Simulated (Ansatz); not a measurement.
Relax this structure to zero stress and force, keeping its symmetry:

```
Cd Ge As
1.0
    -2.98887    2.98887    5.66430
     2.98887   -2.98887    5.66430
     2.98887    2.98887   -5.66430
Cd Ge As
2 2 4
Direct
  0.25000 0.75000 0.50000
  0.50000 0.50000 0.00000
  0.00000 0.00000 0.00000
  0.75000 0.25000 0.50000
  0.87500 0.34622 0.97122
  0.65378 0.62500 0.52878
  0.37500 0.90378 0.02878
  0.09622 0.12500 0.47122
```

Computed with DFT PBEsol, scalar-relativistic, plane waves, PAW in Ansatz.

Settings: cutoff 420 eV, Γ-centred mesh 8×8×8 on the computed 8-atom cell, Gaussian smearing of 0.01 eV; no spin polarisation.

What does it relax to?

The volume drops by 0.34 Å³/atom to 24.97 Å³/atom, and the energy falls by 1.8 meV/atom. Final structure:
Space group I-42d (No. 122). a = 5.944 Å, b = 5.944 Å, c = 11.304 Å, α = 90.00°, β = 90.00°, γ = 90.00°
```tsv
atom	site	symmetry	x	y	z
Cd	4b	-4..	0.5000	0.0000	0.2500
Ge	4a	-4..	0.0000	0.0000	0.0000
As	8d	.2.	0.2246	0.7500	0.1250
```

Cost: 1 run of about 5.4 core-minutes, on Arm Neoverse V2 (shared hosts).